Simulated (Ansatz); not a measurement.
ZrGeSe:
Space group P4/nmm, origin choice 1 (No. 129); a = 3.7211 Å, b = 3.7211 Å, c = 8.3578 Å, α = 90.00°, β = 90.00°, γ = 90.00°

| atom | site | symmetry | x | y | z |
|---|---|---|---|---|---|
| Zr | 2c | 4mm | 0.5000 | 0.0000 | 0.2611 |
| Ge | 2a | -4m2 | 0.0000 | 0.0000 | 0.0000 |
| Se | 2c | 4mm | 0.0000 | 0.5000 | 0.3773 |

Relaxed with r²SCAN.

Problem. Which orbitals make up the states near the Fermi level in the program Ansatz at the r²SCAN level (PAW)?

Solution. Within 0.5 eV of the Fermi level: Zr 4d 65 %, Ge 4p 16 %, Se 4p 9 %. Projections are on Löwdin-orthogonalised atomic valence shells; empty p or d shells of many metals are not among them.

Problem. Tabulate the density of states.

Solution. States/eV per cell of 6 atoms, in 0.25 eV bins, energy from the Fermi level.

```csv
E (eV),total,Zr 4d,Se 4p,Ge 4p
-7.85,0.47,0.07,0.01,0.13
-7.60,0.43,0.06,0.01,0.12
-7.35,0.36,0.05,0.01,0.11
-7.10,0.32,0.05,0.01,0.10
-6.85,0.30,0.05,0.01,0.09
-6.60,0.78,0.12,0.33,0.13
-6.35,3.11,0.49,1.83,0.36
-6.10,5.58,0.88,3.67,0.41
-5.85,3.53,0.53,2.01,0.57
-5.60,1.76,0.26,0.90,0.35
-5.35,2.64,0.43,1.47,0.44
-5.10,1.69,0.26,0.77,0.42
-4.85,2.63,0.42,1.26,0.62
-4.60,2.91,0.53,1.50,0.54
-4.35,3.62,0.78,2.04,0.49
-4.10,5.05,1.13,3.12,0.51
-3.85,5.77,1.19,3.61,0.71
-3.60,6.22,1.31,3.62,1.02
-3.35,3.93,0.97,1.93,0.86
-3.10,3.78,0.97,1.54,1.10
-2.85,2.69,0.74,0.91,0.90
-2.60,2.45,0.76,0.70,0.85
-2.35,4.88,1.84,0.80,2.03
-2.10,4.79,1.82,0.92,1.85
-1.85,3.87,1.61,0.75,1.35
-1.60,2.96,1.25,0.66,0.92
-1.35,2.17,0.79,0.59,0.66
-1.10,1.15,0.37,0.30,0.39
-0.85,0.85,0.37,0.13,0.28
-0.60,0.89,0.45,0.10,0.26
-0.35,1.24,0.71,0.12,0.31
-0.10,0.53,0.32,0.05,0.12
0.15,1.13,0.78,0.09,0.15
0.40,2.12,1.50,0.16,0.22
0.65,2.12,1.56,0.19,0.16
0.90,2.94,2.17,0.28,0.19
1.15,3.36,2.47,0.31,0.24
1.40,4.61,3.47,0.32,0.29
1.65,4.29,3.17,0.26,0.31
1.90,6.77,4.61,0.47,0.72
2.15,7.29,5.07,0.48,0.64
2.40,8.56,5.99,0.55,0.77
2.65,4.94,3.55,0.39,0.42
2.90,4.03,2.51,0.56,0.46
3.15,4.18,2.57,0.75,0.37
3.40,4.26,2.55,0.78,0.48
3.65,4.22,2.41,0.77,0.60
3.90,4.23,2.20,0.75,0.81
4.15,2.24,1.09,0.40,0.48
```

The workflow started from a Materials Project entry (that database holds measured and hypothetical structures alike); the Crystallography Open Database files this formula in space group No. 129, but the cells were not matched. Its standing as an ambient phase is unchecked. Symmetry was held in the r²SCAN relaxation; its stability against distortions is not shown here. No spin polarisation was allowed. A small band overlap can be real or an error of a semilocal functional. Scalar-relativistic: spin–orbit coupling is off unless named, which matters more the heavier the elements.

Potentials: the later of the program's two PAW sets.
